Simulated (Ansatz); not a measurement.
Relaxed candidate structures of RbAu:

**A**
```cif
data_AuRb
_chemical_formula_sum 'Rb1 Au1'
_space_group_name_H-M_alt 'P 1'
_space_group_IT_number 1
_cell_length_a 5.50996
_cell_length_b 5.50996
_cell_length_c 5.50996
_cell_angle_alpha 60.000
_cell_angle_beta 60.000
_cell_angle_gamma 60.000
loop_
_space_group_symop_operation_xyz
  'x, y, z'
loop_
_atom_site_label
_atom_site_type_symbol
_atom_site_fract_x
_atom_site_fract_y
_atom_site_fract_z
_atom_site_occupancy
Rb1 Rb 0.00000 0.00000 0.00000 1
Au1 Au 0.75000 0.75000 0.75000 1
```

**B**
```cif
data_Au4Rb4
_chemical_formula_sum 'Rb4 Au4'
_space_group_name_H-M_alt 'P 1'
_space_group_IT_number 1
_cell_length_a 6.61142
_cell_length_b 6.61142
_cell_length_c 6.61142
_cell_angle_alpha 90.000
_cell_angle_beta 90.000
_cell_angle_gamma 90.000
loop_
_space_group_symop_operation_xyz
  'x, y, z'
loop_
_atom_site_label
_atom_site_type_symbol
_atom_site_fract_x
_atom_site_fract_y
_atom_site_fract_z
_atom_site_occupancy
Rb1 Rb 0.16979 0.16979 0.16979 1
Rb2 Rb 0.66979 0.33021 0.83021 1
Rb3 Rb 0.83021 0.66979 0.33021 1
Rb4 Rb 0.33021 0.83021 0.66979 1
Au1 Au 0.83441 0.83441 0.83441 1
Au2 Au 0.33441 0.66559 0.16559 1
Au3 Au 0.16559 0.33441 0.66559 1
Au4 Au 0.66559 0.16559 0.33441 1
```

**C**
```
CELL_PARAMETERS angstrom
      0.00000     3.47897     3.47897
      3.47897     0.00000     3.47897
      3.47897     3.47897     0.00000
ATOMIC_POSITIONS crystal
  Rb 0.50000 0.50000 0.50000
  Au 0.00000 0.00000 0.00000
```

**D**
```xyz
8
Lattice="5.8019 0.0000 0.0000 -2.9009 5.0246 0.0000 0.0000 0.0000 9.4213" Properties=species:S:1:pos:R:3 pbc="T T T"
Au     0.0000     3.3497     3.7576
Au     2.9009     1.6749     8.4683
Au     2.9009     1.6749     5.6637
Au     0.0000     3.3497     0.9530
Rb     0.0000     3.3497     7.0660
Rb     2.9009     1.6749     2.3553
Rb     0.0000     0.0000     2.3553
Rb     0.0000     0.0000     7.0660
```

**E**
```xyz
4
Lattice="2.4088 -6.1502 0.0000 2.4088 6.1502 0.0000 0.0000 0.0000 4.8594" Properties=species:S:1:pos:R:3 pbc="T T T"
Au     2.4088    -0.7971     1.2149
Au     2.4088     0.7971     3.6446
Rb     2.4088    -4.4159     1.2149
Rb     2.4088     4.4159     3.6446
```

Task: Order them by energy per atom (lowest first) at the level r2SCAN (plane waves to 500 eV, PAW, scalar-relativistic; Ansatz, a first-principles code).

Result: E (reference, the lowest of the structures calculated here), C (+79 meV/atom), B (+96 meV/atom), D (+0.21 eV/atom), A (+235 meV/atom)

Task: Give each candidate's band gap.

Result: No gap: D. A: 3.20 eV (no spin-orbit coupling); B: 2.16 eV (no spin-orbit coupling); C: 2.49 eV (no spin-orbit coupling); E: 0.34 eV (no spin-orbit coupling).

 2 generated cells of layers, chains or molecules, poorly bound without dispersion, are left out. Each run could gain symmetry but not lose that of its start, so entries can be saddle points. Known forms of RbAu include space group No. 221. That form is not among the structures calculated here. All of these are generated cells (placed on structure types, drawn at random, substituted or restacked) that were not matched to a known phase here. Energies are at zero temperature and pressure, without zero-point motion. The runs use different k-meshes, so differences are rounded accordingly. No spin polarisation in the result. Spin-orbit coupling is missing; with elements this heavy it can move band edges by tenths of an eV or more.
